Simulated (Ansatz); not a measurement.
Ti2GaC in space group P6_3/mmc (No. 194; Ti on 4f, Ga on 2d, C on 2a) under volume change, the program Ansatz at the PBEsol level (PAW), shape and atoms relaxed at each volume.

```csv
V (Å³/atom),E − E(relaxed) (meV/atom),P (GPa)
12.136,60.4,17.56
12.536,25.3,10.73
12.936,6.0,4.92
13.336,0.0,0.00
13.736,…,…
14.136,20.3,-7.70
14.536,…,…
```

Fill in the missing entries.


- 14.536, E − E(relaxed) (meV/atom): 43.3
- 14.536, P (GPa): -10.68
- 13.736, E − E(relaxed) (meV/atom): 5.3
- 13.736, P (GPa): -4.17

What does a third-order Birch–Murnaghan fit give for V₀, B₀ and B′?

V₀ = 13.34 Å³/atom, B₀ = 151 GPa, B′ = 4.5.

The workflow started from a Materials Project entry (that database holds measured and hypothetical structures alike); the Crystallography Open Database copy checked does not list it. Whether it is the stable phase at ambient conditions was not checked. The PBEsol relaxation kept the symmetry of its start; its stability against distortions is not shown here. The run is not spin-polarised.

Potentials: the later of the program's two PAW sets.
